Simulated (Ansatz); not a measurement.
Recipe of this trial structure of CsScAgC6N6: cyanide-bridged rock-salt net of two metals, 1 guest cations a cell (F-43m, No. 216). Lengths were set from tabulated atomic sizes, so they are only a guess.

```
Cs Sc Ag C N
1.0
     0.00000    5.31200    5.31200
     5.31200    0.00000    5.31200
     5.31200    5.31200    0.00000
Cs Sc Ag C N
1 1 1 6 6
Direct
  0.75000 0.75000 0.75000
  0.50000 0.50000 0.50000
  0.00000 0.00000 0.00000
  0.80968 0.19032 0.19032
  0.19032 0.19032 0.80968
  0.80968 0.19032 0.80968
  0.19032 0.80968 0.80968
  0.80968 0.80968 0.19032
  0.19032 0.80968 0.19032
  0.69955 0.30045 0.30045
  0.30045 0.30045 0.69955
  0.69955 0.30045 0.69955
  0.30045 0.69955 0.69955
  0.69955 0.69955 0.30045
  0.30045 0.69955 0.30045
```

Computed with DFT PBE, scalar-relativistic, plane waves, PAW (Ansatz). Cutoff 420 eV, Gaussian smearing, Γ-centred meshes. Cell and atoms relax first on a coarse mesh and then on a finer one. In between, the cell is made exact in the group found at 0.06 Å. In metals the finer mesh still leaves noise of several meV/atom or more. The steps can't lower the symmetry of their start. Collinear spin is switched on along the way, since trial moments persisted in a coarse test.

A guess keeps its type if space group and coordination stay and the shape of the cell changes little (axis ratios within about 15 %, angles within 6°); the volume may change.

Task: Does this structure survive the relaxation?

Result: It keeps its type. The symmetry stays F-43m (No. 216). The volume per atom grows by 23.9 %, from 20.0 to 24.8 Å³. The shortest distance stays 1.17 Å (C–N). Counting neighbours within 15 % of an atom's shortest distance, the start has Ag 6, C 1, Cs 24, N 1, Sc 6 and the end Ag 6, C 1, Cs 24, N 1, Sc 6.

The zero of energy is the elements' standard structures at the same level (N₂ as a molecule); no fitted shifts are applied.

Task: At what energy does it end?

Result: +0.15 eV/atom. A positive value: parting into the elements would lower its energy.

The last run used collinear spin, a 6×6×6 mesh for its 15-atom cell and Gaussian smearing of 0.10 eV. The reference form of C is held partly by dispersion forces, which this level lacks. Another magnetic order may lie lower. Symmetry constrained the relaxation, so the result can be a saddle point.
